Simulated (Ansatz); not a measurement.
Data:

Relaxed Te (trigonal-Te type, space group P3_121):

```
CELL_PARAMETERS angstrom
      4.62412     0.00000     0.00000
     -2.31206     4.00460     0.00000
      0.00000     0.00000     5.90339
ATOMIC_POSITIONS crystal
  Te 0.25335 0.00000 0.33333
  Te 0.00000 0.25335 0.66667
  Te 0.74665 0.74665 0.00000
```

In this cell atom 1 (Te, nearest neighbour Te at 2.827 Å; its periodic images, 4.6 Å or more away, move with it) is moved by u·(0.707, 0.707, 0.000) + v·(0.000, 0.000, 1.000); the rest is frozen.

These are r2SCAN (plane waves to 500 eV, PAW, scalar-relativistic; Ansatz, a quantum-chemistry and plane-wave program) values and carry that method's errors. k mesh 7×7×5 (Γ-centred), Fermi-Dirac smearing 0.05 eV. The energy includes the smearing's −TS. As the smearing reaches across the gap at some points, energies and forces of such displacements shift with the k mesh and the smearing. Spin-orbit coupling is left out, though Te is heavy. Te was relaxed with its symmetry unable to fall. ΔE is measured from the undisplaced structure. Axes are in Å.

The scan covers u from -0.420 to 0.420 Å in 5 points and v from -0.420 to 0.420 Å in 5 points.

Question: Is the undisplaced position a minimum, a maximum or a saddle of this map?

Answer: A minimum.

Question: In which direction of the plane is the atom held most weakly?

Answer: 164° from u towards v.

Question: What are the two principal curvatures of the energy at the centre?

Answer: 3.2 and 6.0 eV/Å².

(For displaced atoms, the force is minus the slope of the energy, and its curvature is a force constant, which sets phonon frequencies.)
